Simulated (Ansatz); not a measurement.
**LiF with oxygen replacing F: do the settings matter for the field gradients?**

Cell: a supercell of LiF (rock salt type, Fm-3m) built from an entry of the Crystallography Open Database (COD), with all atoms left at the host's positions.

```cif
data_Li27OF26
_symmetry_space_group_name_H-M 'Fm-3m'
_symmetry_Int_Tables_number 225
_cell_length_a 12.0840
_cell_length_b 12.0840
_cell_length_c 12.0840
_cell_angle_alpha 90.000
_cell_angle_beta 90.000
_cell_angle_gamma 90.000
loop_
_atom_site_label
_atom_site_type_symbol
_atom_site_symmetry_multiplicity
_atom_site_Wyckoff_symbol
_atom_site_fract_x
_atom_site_fract_y
_atom_site_fract_z
Li1 Li 32 f 0.3333 0.8333 0.8333
Li2 Li 24 e 0.5000 0.0000 0.8333
Li6 Li 48 h 0.8333 0.1667 0.0000
Li27 Li 4 a 0.0000 0.5000 0.5000
O O 4 b 0.5000 0.0000 0.0000
F29 F 48 i 0.6667 0.1667 0.0000
F32 F 32 f 0.8333 0.1667 0.1667
F42 F 24 e 0.0000 0.5000 0.3333
```

One atom of each set is listed; the run and its k-mesh use a cell of 54 atoms with edges of 8.54, 8.54, 8.54 Å.

Reference run. Computed with Ansatz: DFT, PBE, plane waves and PAW, scalar-relativistic, 420 eV cutoff, Γ-centred 3×3×3 k-points, Fermi–Dirac smearing 0.01 eV, cell charge -1.

Question: The input is changed as follows: `basis.ecutrho_ratio`: not typed → 1; `scf.max_iter`: not typed → 60. What happens to V_zz (10²¹ V/m²) and η?

Answer: 

```tsv
site	V_zz reference	η reference	V_zz changed	η changed
Li2	-0.26	0.00	-0.31	0.00
Li6	0.024	0.03	-0.045	0.53
O	0.00	–	0.00	–
F29	-1.42	0.08	-1.16	0.09
F32	0.33	0.00	0.27	0.00
F42	-0.27	0.00	-0.22	0.00
```

The largest change of V_zz along a kept axis is on F29, from -1.42 to -1.16. In per cent, |V_zz| changes by -18 on F (all sites that start above 0.5). On Li6 the largest principal value lies along another axis in the second run, so the two V_zz can't be compared directly. Other sites with |V_zz| of 0.02 or less aren't listed. SCF iterations: 8 and 12. New warnings: cutoff below recommended. The changed input holds a density cutoff far too low, so its numbers aren't properties of the crystal.

On the reference run: The defect repeats with the cell of 54 atoms, so it feels its images: sites between two images don't show the values beside a lone defect, and zeros or small values of η there can come from the images' arrangement. A uniform background compensates the cell's charge. With these PAW files V_zz is typically within 2 to 3 % of all-electron values, but misses above 10 % occur on Li. The neighbours have not yet relaxed around the defect (largest force 1.3 eV/Å), so a real crystal will differ.
